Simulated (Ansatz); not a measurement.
TaCu3Te4 in space group P-43m (No. 215; Ta on 1a, Cu on 3d, Te on 4e), r²SCAN (plane waves, PAW; program Ansatz). The conduction-band minimum lies at X, with 3 equivalent valleys. Second derivatives d²E/dk² of the lowest band at one valley (eV·Å²), along Cartesian directions:

```tsv
direction	d²E/dk²
[100]	10.13
[010]	10.13
[001]	3.024
[110]	10.13
[101]	6.575
[011]	6.575
```

Find the principal effective masses, the density-of-states mass and the conductivity mass.

Off-diagonal terms follow from H_xy = H[110] − (H_xx + H_yy)/2, and m*/mₑ = 7.620 eV·Å² over each eigenvalue: 0.75, 0.75, 2.5. One valley's DOS mass (m₁m₂m₃)^(1/3) = 1.1, conductivity mass 3/(Σ 1/mᵢ) = 0.98 mₑ.

What effective density of states Nc follows at 300 K for parabolic valleys?

Nc = 2.509e19 × 3 × (1.1)^(3/2) ≈ 8.7e19 cm⁻³.

The first step of the workflow began from a Materials Project structure, measured or hypothetical; the Crystallography Open Database copy checked does not list it. Whether it is the stable phase at ambient conditions was not checked. The r²SCAN relaxation kept the symmetry of its start; its stability against distortions is not shown here. The run is not spin-polarised. Spin–orbit coupling is left out wherever it is not named.

Potentials: the later of the program's two PAW sets.

Edges and masses are those of Kohn–Sham bands, whose gap is no quasiparticle gap.
